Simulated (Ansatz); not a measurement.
## YHg₂: zone-centre modes

Method: DFT LDA, scalar-relativistic, plane waves, PAW in Ansatz. Cutoff 420 eV, 12×12×12 k-points (Γ-centred), Fermi-Dirac smearing of 0.15 eV. No spin polarisation. Phonons by linear response, acoustic sum rule imposed.

Equilibrium structure at this level:
```
CELL_PARAMETERS angstrom
4.79025 0.00000 0.00000
-2.39513 4.14848 0.00000
0.00000 0.00000 3.35749
ATOMIC_POSITIONS crystal
Y 0.00000 0.00000 0.00000
Hg 0.33333 0.66667 0.50000
Hg 0.66667 0.33333 0.50000
```

In a metal, frequencies and elastic constants depend on the k mesh and the smearing, soft modes and shear constants most. Spin–orbit coupling is left out, which can shift energies with elements as heavy as these.

Optical modes at Γ; i marks an imaginary frequency:
```tsv
frequency (cm⁻¹)	degeneracy
43	1
101	1
121	2
142	2
```

All 6 optical modes at Γ are real: no displacement of atoms at fixed cell lowers the energy to second order. Strains and modes at other wave vectors aren't tested by this run.